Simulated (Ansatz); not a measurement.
HfC:
Space group Fm-3m (No. 225); a = b = c = 4.6512 Å, α = β = γ = 90.00°

```tsv
atom	site	symmetry	x	y	z
Hf	4a	m-3m	0.0000	0.0000	0.0000
C	4b	m-3m	0.5000	0.5000	0.5000
```
(The calculation used a cell of 2 atoms; values per cell refer to that cell.)

Relaxed with PBE.

Task: Which orbitals make up the states near the Fermi level in DFT-PBE in the program Ansatz with PAW potentials?

Result: Within 0.5 eV of the Fermi level: C 2p 63 %, Hf 5d 33 %. Projections are on Löwdin-orthogonalised atomic valence shells; empty p or d shells of many metals are not among them.

Task: Tabulate the density of states.

Result: States/eV per cell of 2 atoms, in 0.25 eV bins, energy from the Fermi level.

| E (eV) | total | Hf 5d | C 2p | Hf 6s |
|---|---|---|---|---|
| -7.85 | 0.00 | 0.00 | 0.00 | 0.00 |
| -7.60 | 0.00 | 0.00 | 0.00 | 0.00 |
| -7.35 | 0.00 | 0.00 | 0.00 | 0.00 |
| -7.10 | 0.00 | 0.00 | 0.00 | 0.00 |
| -6.85 | 0.00 | 0.00 | 0.00 | 0.00 |
| -6.60 | 0.00 | 0.00 | 0.00 | 0.00 |
| -6.35 | 0.00 | 0.00 | 0.00 | 0.00 |
| -6.10 | 0.03 | 0.01 | 0.02 | 0.00 |
| -5.85 | 0.13 | 0.05 | 0.06 | 0.01 |
| -5.60 | 0.22 | 0.08 | 0.10 | 0.02 |
| -5.35 | 0.31 | 0.12 | 0.14 | 0.03 |
| -5.10 | 0.44 | 0.17 | 0.20 | 0.04 |
| -4.85 | 0.68 | 0.25 | 0.32 | 0.06 |
| -4.60 | 0.81 | 0.29 | 0.39 | 0.07 |
| -4.35 | 0.83 | 0.29 | 0.42 | 0.07 |
| -4.10 | 0.89 | 0.29 | 0.47 | 0.08 |
| -3.85 | 0.94 | 0.28 | 0.52 | 0.08 |
| -3.60 | 0.69 | 0.20 | 0.39 | 0.05 |
| -3.35 | 0.56 | 0.16 | 0.32 | 0.03 |
| -3.10 | 0.50 | 0.15 | 0.30 | 0.02 |
| -2.85 | 3.01 | 1.12 | 1.74 | 0.01 |
| -2.60 | 3.59 | 1.47 | 1.96 | 0.01 |
| -2.35 | 2.90 | 1.26 | 1.54 | 0.01 |
| -2.10 | 1.91 | 0.87 | 0.98 | 0.01 |
| -1.85 | 1.42 | 0.66 | 0.71 | 0.00 |
| -1.60 | 1.05 | 0.45 | 0.56 | 0.00 |
| -1.35 | 0.83 | 0.33 | 0.47 | 0.00 |
| -1.10 | 0.68 | 0.25 | 0.40 | 0.00 |
| -0.85 | 0.56 | 0.19 | 0.35 | 0.00 |
| -0.60 | 0.47 | 0.14 | 0.31 | 0.00 |
| -0.35 | 0.31 | 0.08 | 0.21 | 0.00 |
| -0.10 | 0.25 | 0.07 | 0.16 | 0.00 |
| 0.15 | 0.28 | 0.10 | 0.17 | 0.00 |
| 0.40 | 0.30 | 0.13 | 0.16 | 0.00 |
| 0.65 | 0.33 | 0.16 | 0.15 | 0.00 |
| 0.90 | 0.36 | 0.21 | 0.14 | 0.00 |
| 1.15 | 0.42 | 0.26 | 0.14 | 0.00 |
| 1.40 | 0.50 | 0.34 | 0.14 | 0.00 |
| 1.65 | 0.54 | 0.38 | 0.14 | 0.01 |
| 1.90 | 0.57 | 0.40 | 0.14 | 0.01 |
| 2.15 | 0.61 | 0.43 | 0.14 | 0.01 |
| 2.40 | 0.65 | 0.46 | 0.15 | 0.01 |
| 2.65 | 0.69 | 0.50 | 0.15 | 0.01 |
| 2.90 | 0.74 | 0.54 | 0.16 | 0.02 |
| 3.15 | 0.81 | 0.58 | 0.16 | 0.02 |
| 3.40 | 0.91 | 0.67 | 0.18 | 0.02 |
| 3.65 | 0.84 | 0.65 | 0.13 | 0.02 |
| 3.90 | 0.99 | 0.76 | 0.16 | 0.02 |
| 4.15 | 1.06 | 0.82 | 0.17 | 0.03 |
| 4.40 | 1.11 | 0.87 | 0.17 | 0.03 |
| 4.65 | 1.34 | 1.06 | 0.19 | 0.03 |

Symmetry was held in the PBE relaxation. No spin polarisation was allowed. Scalar-relativistic: spin–orbit coupling is off unless named, which matters more the heavier the elements.

Potentials: the later of the program's two PAW sets.
